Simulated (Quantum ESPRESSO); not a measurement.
Kohn-Sham bands of Pd (bcc (W type), model phase)

```
Pd
1.0
   -1.57228     1.57228     1.57228
    1.57228    -1.57228     1.57228
    1.57228     1.57228    -1.57228
Pd
1
Cartesian
  0.00000   0.00000   0.00000
```

Materials Project entry mp-2646977; symmetrised, unrelaxed at this level. This isn't the element's usual structure (fcc); take it as a model of another phase. Computed values, not measurements, from PBEsol: Quantum ESPRESSO (norm-conserving PseudoDojo potentials, cutoff 66 Ry, no spin polarisation, no spin-orbit coupling) on a Γ-centred 12×12×12 mesh, then Wannier90. Density: 18×18×18 mesh, cold smearing 0.01 Ry.

### Question
List the Kohn-Sham levels between −8 and 2.6 eV relative to the Fermi level at the high-symmetry points, as a band run of pw.x on that density gives them (levels within 2 meV counted together).

### Answer
```tsv
point	k (reciprocal lattice)	levels (eV)
Γ	0.000 0.000 0.000	-6.84, -2.75 (×3), -0.87 (×2)
H	0.500 -0.500 0.500	-4.85 (×2), 0.20 (×3)
N	0.000 0.000 0.500	-4.95, -3.87, -0.95, -0.65, 0.56, 1.40
P	0.250 0.250 0.250	-3.34 (×3), -0.61 (×2)
```
